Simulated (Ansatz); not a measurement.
ZnS:
```
ZnS
1.0
    3.80843     0.00000     0.00000
   -1.90421     3.29820     0.00000
    0.00000     0.00000    24.93483
Zn S
8 8
Direct
  0.33333   0.66667   0.12505
  0.00000   0.00000   0.00027
  0.66667   0.33333   0.62487
  0.66667   0.33333   0.87526
  0.00000   0.00000   0.75008
  0.33333   0.66667   0.37509
  0.00000   0.00000   0.49987
  0.66667   0.33333   0.25006
  0.66667   0.33333   0.34382
  0.66667   0.33333   0.96900
  0.33333   0.66667   0.21865
  0.00000   0.00000   0.59346
  0.00000   0.00000   0.09384
  0.00000   0.00000   0.84380
  0.33333   0.66667   0.46866
  0.66667   0.33333   0.71862
```

Relaxed with r²SCAN. Special points in fractions of this cell's reciprocal vectors: Γ (0.000, 0.000, 0.000); M (0.500, 0.000, 0.000); K (0.333, 0.333, 0.000); A (0.000, 0.000, 0.500); L (0.500, 0.000, 0.500); H (0.333, 0.333, 0.500).

List the band energies nearest the valence-band maximum at these points for r²SCAN (plane waves, PAW; program Ansatz).

In eV from the valence-band maximum; about four levels below and three above (degenerate sets whole), none deeper than 8.9 eV; points with the same levels are listed once.

```tsv
k	below	above
Γ	-0.14 -0.14 -0.04 0.00 0.00	2.74 3.52 3.61
M	-1.22 -1.15 -1.14 -0.91	3.78 3.80 4.04
K	-1.71 -1.58 -1.57 -1.52	4.71 4.94 5.01
A	-0.04 -0.04 -0.04 -0.04	3.00 3.04 3.69
L	-1.39 -1.39 -1.14 -0.97 -0.97	3.75 3.81 3.96
H	-1.83 -1.58 -1.53 -1.49	4.80 4.84 4.85
```

Space group P3m1. The workflow started from a Materials Project entry (that database holds measured and hypothetical structures alike); the Crystallography Open Database files this formula in space group No. 156, but the cells were not matched. It is not the phase usual at ambient conditions (space group No. 186, 216). The r²SCAN relaxation kept the symmetry of its start; its stability against distortions is not shown here.

Potentials: the later of the program's two PAW sets.
